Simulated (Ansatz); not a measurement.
BeZn5Te6: relaxed-ion elastic tensor

These are results of DFT PBE, scalar-relativistic, plane waves, PAW in Ansatz 0.2.0, not measurements. Settings: 420 eV plane-wave cutoff, Γ-centred 6×6×2 mesh, fixed occupations. No spin polarisation.

The cell, relaxed at this level:
```yaml
crystal:
  lattice:
    - [4.30319, 0.00000, 0.00000]
    - [0.00000, 4.30319, 0.00000]
    - [0.00000, 0.00000, 18.34286]
  atoms:
    - { symbol: Be, position: [0.00000, 0.00000, 0.00000] }
    - { symbol: Zn, position: [0.50000, 0.50000, 0.15800] }
    - { symbol: Zn, position: [0.00000, 0.00000, 0.32895] }
    - { symbol: Zn, position: [0.50000, 0.50000, 0.50000] }
    - { symbol: Zn, position: [0.00000, 0.00000, 0.67105] }
    - { symbol: Zn, position: [0.50000, 0.50000, 0.84200] }
    - { symbol: Te, position: [0.50000, 0.00000, 0.07180] }
    - { symbol: Te, position: [0.00000, 0.50000, 0.24342] }
    - { symbol: Te, position: [0.50000, 0.00000, 0.41447] }
    - { symbol: Te, position: [0.00000, 0.50000, 0.58553] }
    - { symbol: Te, position: [0.50000, 0.00000, 0.75658] }
    - { symbol: Te, position: [0.00000, 0.50000, 0.92820] }
```

It was reached by relaxing an invented guess, and it needn't be the stable form of this composition. Spin–orbit coupling is left out, which matters for heavy elements.

**Question.** Give the relaxed-ion elastic constants (GPa, Voigt order xx yy zz yz xz xy, on the Cartesian axes of the cell above).

**Answer.**
```
82.6 18.8 34.3  0.0  0.0  0.0
18.8 82.6 34.3  0.0  0.0  0.0
34.3 34.3 67.8  0.0  0.0  0.0
 0.0  0.0  0.0 31.6  0.0  0.0
 0.0  0.0  0.0  0.0 31.6  0.0
 0.0  0.0  0.0  0.0  0.0 16.6
```

**Question.** Is the crystal stable against homogeneous strain?

**Answer.** Yes: the least eigenvalue of the tensor is 16.6 GPa.

**Question.** And the moduli of a polycrystal (Hill averages)?

**Answer.** B = 45 GPa, G = 24 GPa, E = 62 GPa, ν = 0.27.
